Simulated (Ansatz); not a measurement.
**Notes on HO₂**

```
CELL_PARAMETERS angstrom
4.13829 0.00000 0.00000
0.00000 4.13829 0.00000
0.00000 0.00000 2.66870
ATOMIC_POSITIONS crystal
O 0.32700 0.32700 0.00000
O 0.17300 0.82700 0.50000
O 0.67300 0.67300 0.00000
O 0.82700 0.17300 0.50000
H 0.00000 0.00000 0.00000
H 0.50000 0.50000 0.50000
```

Level: PBE, no spin polarisation; 420 eV; 8×8×12 Γ-centred mesh; gaussian occupations (width 0.1218 eV); Ansatz 0.2.0, fixed geometry.

(1) What is the formation energy?

(2) Is there a gap?

(3) Where is the largest force?

(4) How is the charge shared?

(5) What does the stress say?

Origin: a known structure type with other elements, at an estimated volume, so it need not be a known compound. Caveats: many states at the Fermi level without spin polarisation, so a magnetic state may lie lower; atoms or cell far from equilibrium.

## Answers

(1) 1.52 eV an atom against the elements' usual phases (free molecules for gases, crystals otherwise, with no correction for O₂ or N₂), so at this geometry it isn't bound against them. Relaxing would lower it.

(2) It is a metal, with about 5.7 states/eV a cell as the mean within 0.25 eV of the Fermi level, mostly O p (99 %).

(3) The largest is on O2 (and as large on other atoms): 3.05 eV/Å, components (-2.15, 2.15, 0.00). It makes 53° with the line to a nearest neighbour, H5 at 1.67 Å.

(4) Bader charges in e: H +0.55, O -0.27. In the mean H gives up most and O takes most.

(5) The pressure is -18.5 GPa (compression positive), so with the atoms held at these fractions the cell would first shrink; the forces are large, so a full relaxation may end otherwise. The principal stresses -22.1, -16.7, -16.7 GPa differ, so its shape would change too.
